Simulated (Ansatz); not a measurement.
System: FePb, 2 atoms in the cell.

Method: PBE with spin–orbit coupling, all-electron LAPW, point nucleus (Ansatz 0.2.0 development build).

k-mesh 8×8×6 Γ-centred; Fermi–Dirac smearing of 0.1 eV; starting moments Fe1 3 μB along [1, 0, 0].

```
CELL_PARAMETERS angstrom
3.20000 0.00000 0.00000
0.00000 3.20000 0.00000
0.00000 0.00000 4.10000
ATOMIC_POSITIONS crystal
Fe 0.00000 0.00000 0.00000
Pb 0.50000 0.50000 0.50000
```

Q: Is the cell under compression or tension, and by how much?

A: The pressure is -2.51 GPa, so at these settings the cell is stretched and would shrink.

The cell is a model and need not be the structure known for this compound. The k-mesh is modest, so these values aren't fully converged in k. One magnetic order was tried; another may lie lower.
